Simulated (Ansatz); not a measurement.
AlCr$_{2}$C in space group P6_3/mmc (No. 194; Al on 2d, Cr on 4f, C on 2a), the program Ansatz at the r²SCAN level (PAW), all energies at zero smearing, with the estimated change up to a 700 eV cutoff added, with one set of potentials and settings (totals compare only within such a set). Cell of 8 atoms (2 Al, 4 Cr, 2 C): -15115.556 eV.

| element | reference phase | E (eV/atom) |
|---|---|---|
| Al | Fm-3m, 1 atoms in the cell | -540.4083 |
| Cr | Im-3m, 2 atoms in the cell, spin-polarised | -3382.7158 |
| C | P6_3/mmc, 4 atoms in the cell | -251.6711 |

Formation energy per atom, worked out: (-15115.556 − 2×(-540.4083) − 4×(-3382.7158) − 2×(-251.6711))/8 = -0.067 eV/atom (-6 kJ per mol of atoms), at 0 K, without zero-point energy or fitted corrections.

Symmetry was held in the r²SCAN relaxation. No spin polarisation was allowed. The references are the lowest solids computed at this level, not always the standard phases.

Potentials: the later of the program's two PAW sets.
